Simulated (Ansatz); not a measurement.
**Ga2HCl3: which input changes reach the field gradients?**

Cell: a COD entry (perhaps calculated rather than measured), its atoms then relaxed with PBE in this cell.

Space group P2_1/c (No. 14); a = 5.7300, b = 6.7870, c = 14.8478 Å, β = 104.57°.

| site | Wyckoff | site symmetry | x | y | z |
| --- | --- | --- | --- | --- | --- |
| Ga1 | 4e | 1 | 0.9262 | 0.7668 | 0.9206 |
| Ga5 | 4e | 1 | 0.6487 | 0.6849 | 0.6464 |
| H | 4e | 1 | 0.8589 | 0.7958 | 0.0144 |
| Cl13 | 4e | 1 | 0.8098 | 0.4889 | 0.8435 |
| Cl17 | 4e | 1 | 0.3266 | 0.7795 | 0.9355 |
| Cl21 | 4e | 1 | 0.7812 | 0.9989 | 0.8128 |

One atom of each set is listed.

Reference run. Level of theory: DFT, PBE, plane waves and PAW, scalar-relativistic, 420 eV cutoff, Γ-centred 5×4×2 k-points, Fermi–Dirac smearing 0.02 eV (Ansatz 0.2.0).

It gives V_zz (10²¹ V/m²) Cl13 15.43 (η 0.20), Ga1 -13.07 (η 0.12), H 1.16 (η 0.02), among others. Each of these runs changes the input as listed (caps on SCF iterations aside):

A. scf.n_extra_bands: not typed → 1; scf.initial_density.chi_scale: not typed → 0.3; basis.ecutwfc: not typed → 450 eV
B. basis.ecutwfc: not typed → 250 eV; kpoints.mp_grid.grid: [5, 4, 2] → [6, 5, 2]; scf.occupations.width: 0.02 → 0.2

Q: How does each run end, and how far do the gradients move?

A: 

```csv
run,Cl13 V_zz (η),Ga1 V_zz (η),H V_zz (η),"largest change of a gradient tensor, all atoms",note
A,15.42 (0.20),-13.07 (0.12),1.16 (0.02),0.01,converged
B,15.38 (0.20),-13.17 (0.12),1.05 (0.06),0.11,converged; cutoff below the recommended one
```

Run B moves them most, on H (V_zz from 1.16 to 1.05).

Run B changes basis.ecutwfc, kpoints.mp_grid.grid, scf.occupations together, so the table can't tell their shares apart.

On the reference run: The database positions were far from equilibrium, so the relaxed structure may not be the compound's real one.
